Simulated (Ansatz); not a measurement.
Al:
```cif
data_Al4
_chemical_formula_sum 'Al4'
_space_group_name_H-M_alt 'Fm-3m'
_space_group_IT_number 225
_space_group_name_Hall '-F 4 2 3'
_cell_length_a 3.99201
_cell_length_b 3.99201
_cell_length_c 3.99201
_cell_angle_alpha 90.000
_cell_angle_beta 90.000
_cell_angle_gamma 90.000
loop_
_atom_site_label
_atom_site_type_symbol
_atom_site_symmetry_multiplicity
_atom_site_Wyckoff_symbol
_atom_site_fract_x
_atom_site_fract_y
_atom_site_fract_z
_atom_site_occupancy
Al1 Al 4 a 0.00000 0.00000 0.00000 1
```
(The calculation used a cell of 1 atom; values per cell refer to that cell.)

Relaxed with r²SCAN.

Q: Which orbitals make up the states near the Fermi level in the program Ansatz at the r²SCAN level (PAW)?

A: Within 0.5 eV of the Fermi level: Al 3p 65 %, Al 3s 29 %, outside the projected shells 6 %. Projections are on Löwdin-orthogonalised atomic valence shells; empty p or d shells of many metals are not among them.

Q: Tabulate the density of states.

A: States/eV per cell of 1 atom, in 0.25 eV bins, energy from the Fermi level.

```csv
E (eV),total,Al 3p,Al 3s
-7.85,0.22,0.15,0.06
-7.60,0.22,0.16,0.07
-7.35,0.23,0.16,0.07
-7.10,0.24,0.17,0.07
-6.85,0.24,0.17,0.07
-6.60,0.25,0.18,0.07
-6.35,0.26,0.18,0.07
-6.10,0.27,0.19,0.07
-5.85,0.27,0.20,0.07
-5.60,0.28,0.21,0.07
-5.35,0.30,0.23,0.07
-5.10,0.31,0.24,0.07
-4.85,0.29,0.23,0.06
-4.60,0.28,0.22,0.06
-4.35,0.29,0.21,0.07
-4.10,0.31,0.22,0.08
-3.85,0.31,0.22,0.09
-3.60,0.33,0.23,0.09
-3.35,0.35,0.25,0.09
-3.10,0.35,0.25,0.09
-2.85,0.35,0.25,0.09
-2.60,0.34,0.24,0.09
-2.35,0.33,0.23,0.09
-2.10,0.31,0.21,0.09
-1.85,0.31,0.22,0.08
-1.60,0.34,0.24,0.09
-1.35,0.36,0.24,0.10
-1.10,0.39,0.26,0.11
-0.85,0.38,0.26,0.10
-0.60,0.36,0.25,0.09
-0.35,0.32,0.23,0.08
-0.10,0.31,0.21,0.09
0.15,0.38,0.23,0.12
0.40,0.39,0.24,0.12
0.65,0.40,0.25,0.12
0.90,0.39,0.24,0.11
1.15,0.39,0.24,0.11
1.40,0.39,0.24,0.11
1.65,0.39,0.24,0.10
1.90,0.39,0.24,0.11
2.15,0.40,0.24,0.11
2.40,0.40,0.24,0.12
2.65,0.41,0.24,0.12
2.90,0.42,0.24,0.12
3.15,0.42,0.25,0.12
3.40,0.42,0.25,0.12
3.65,0.43,0.25,0.12
3.90,0.44,0.25,0.12
4.15,0.44,0.26,0.12
4.40,0.45,0.26,0.11
4.65,0.46,0.27,0.11
```

The cell was relaxed with r²SCAN under the symmetry of its start.

Potentials: the later of the program's two PAW sets.
